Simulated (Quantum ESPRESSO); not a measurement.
**Kohn-Sham bands of SnSe2 (CdI2 type)**

```yaml
crystal:
  lattice:
    - [3.84190, 0.00000, 0.00000]
    - [-1.92095, 3.32718, 0.00000]
    - [0.00000, 0.00000, 6.48588]
  atoms:
    - { symbol: Sn, position: [0.00000, 0.00000, 0.00000] }
    - { symbol: Se, position: [0.66667, 0.33333, 0.75710] }
    - { symbol: Se, position: [0.33333, 0.66667, 0.24290] }
```

Materials Project entry mp-665; symmetrised, unrelaxed at this level. COD (Crystallography Open Database) has the formula in 2 space groups, this one among them (matched by group alone). Level: PBEsol, spinors with spin-orbit coupling; pw.x of Quantum ESPRESSO at 69 Ry with PseudoDojo potentials, 6×6×4 k-points, Wannier90. Density: 12×12×6 mesh, Gaussian smearing 0.01 Ry. The cell is built of weakly bound layers, chains or molecules, whose nearest atoms lie 4.01 Å apart. Database cells relaxed without dispersion often hold them too far apart, which can enlarge gaps and weakens couplings between them; spacing and stacking were not compared with the measured crystal.

The lattice is scaled uniformly by ε, fractional positions fixed (axis ratios and free coordinates are held, so this isn't the response to pressure); Kohn-Sham values from pw.x, the row at -1.5 % withheld:

```
ε (%)  gap (eV)  direct gap at Γ (eV)  direct gap at K (eV)
-----  --------  --------------------  --------------------
-3.0      0.733                 1.481                 3.044
-1.5          ?                     ?                     ?
0.0       0.629                 1.048                 2.661
1.5       0.571                 0.873                 2.475
3.0       0.513                 0.722                 2.295
```

Question: Fit y = y₀ + bε + cε² to the rows at -3.0, 0 and 3.0 %, check it on the fourth row, and predict the withheld one.

Answer: 
- gap (eV): b = (0.513 − 0.733)/6 = -0.0367, c = (0.513 + 0.733 − 2×0.629)/18 = -0.00067. Check at 1.5 %: 0.572 for 0.571. Prediction 0.683; the run gives 0.682.
- direct gap at Γ (eV): b = (0.722 − 1.481)/6 = -0.1265, c = (0.722 + 1.481 − 2×1.048)/18 = 0.00594. Check at 1.5 %: 0.872 for 0.873. Prediction 1.251; the run gives 1.250.
- direct gap at K (eV): b = (2.295 − 3.044)/6 = -0.1248, c = (2.295 + 3.044 − 2×2.661)/18 = 0.00094. Check at 1.5 %: 2.476 for 2.475. Prediction 2.850; the run gives 2.851.
